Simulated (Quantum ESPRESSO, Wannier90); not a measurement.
# Wannierisation of Au (fcc (Cu type))

```yaml
crystal:
  lattice:
    - [0.00000, 2.08564, 2.08564]
    - [2.08564, 0.00000, 2.08564]
    - [2.08564, 2.08564, 0.00000]
  atoms:
    - { symbol: Au, position: [0.00000, 0.00000, 0.00000] }
```

Cell from Materials Project (mp-81), symmetrised, no further relaxation. This is the element's usual structure. Computed values, not measurements, from PBEsol: Quantum ESPRESSO (norm-conserving PseudoDojo potentials, cutoff 61 Ry, spinors with spin-orbit coupling) on a Γ-centred 10×10×10 mesh, then Wannier90. Density: 18×18×18 mesh, cold smearing 0.01 Ry.

The plane-wave run has 42 bands and 19 electrons a cell. On the energy scale of pw.x, whose zero is arbitrary, the Fermi level lies at 18.84 eV.

Isolated groups of bands, relative to the Fermi level (bands from 9 on overlap up to the last one computed):

```json
[
 {"bands": "1–2", "from (eV)": "-105.19", "to (eV)": "-105.18", "filling": "filled", "weight on atomic waves": "Au 5s 99 %"},
 {"bands": "3–4", "from (eV)": "-68.89", "to (eV)": "-68.84", "filling": "filled", "weight on atomic waves": "Au 5p 100 %"},
 {"bands": "5–8", "from (eV)": "-52.35", "to (eV)": "-52.17", "filling": "filled", "weight on atomic waves": "Au 5p 100 %"}
]
```

Input w.win, without the blocks of cell, atoms and k-points (1000 lines):

```
num_bands = 34
num_wann = 18
exclude_bands = 1-8
spinors = true
num_iter = 1000
conv_tol = 1.0e-6
conv_window = 4
dis_num_iter = 1000
dis_conv_tol = 1.0e-6
dis_froz_max = 35.18
write_hr = true
write_u_matrices = true
begin projections
f=-0.00075,0.00637,-0.01890: s;p;d
end projections
mp_grid = 10 10 10
```

wannier90.x stops with:
```
dis_windows: More states in the frozen window than target WFs
```
At some k-point more bands lie below dis_froz_max than there are Wannier functions, and every frozen state has to fit into the subspace. Mended as below, all else unchanged, the run goes through (Ω_I = 15.0 Å²) and follows the plane-wave bands to 2.8 meV rms (states up to 1.0 eV relative to the Fermi level).
```
dis_froz_max = 20.34
```
